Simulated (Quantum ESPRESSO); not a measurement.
# Se (P3₁21) under small displacements

```
CELL_PARAMETERS angstrom
      4.50482     0.00000     0.00000
     -2.25241     3.90129     0.00000
      0.00000     0.00000     4.97880
ATOMIC_POSITIONS crystal
  Se 0.21789 0.00000 0.33333
  Se 0.00000 0.21789 0.66667
  Se 0.78211 0.78211 0.00000
```
The cell comes from the Materials Project (a computed structure). It is Se in P3₁21. Stability against distortions was not tested. Forces on the atoms reach 0.31 eV/Å at this level.

The last row's change in full: Se1 and its equivalents moved by 0.04 Å along (1.00, 0.00, 0.00), space group kept; the other rows go along the same path.

Method: shieldings by PBE GIPAW on JTH datasets (Quantum ESPRESSO, modified build), 20 Ha, k-mesh 9×9×7 shifted, f-sum rule met within 0.042 %. Values are those of the named site's first atom. These are absolute shieldings with no macroscopic susceptibility term; δ = σ_ref − σ needs a reference computed alike. By our sweeps, such settings leave a few ppm in absolute σ on light atoms and up to some 20 ppm from Zn on. Spin–orbit coupling is left out; its weight grows with the heaviest atom, Se here. No d partial waves on Se: the paramagnetic term there is incompletely reconstructed.

Unchanged cell: σ_iso Se (ppm) = 581.9.

Task: How do these values move along the path (displacement (Å): -0.04, +0.04)?

Result: 
```tsv
displacement (Å)	σ_iso Se (ppm)
-0.04	753.1
0	581.9
+0.04	400.4
```
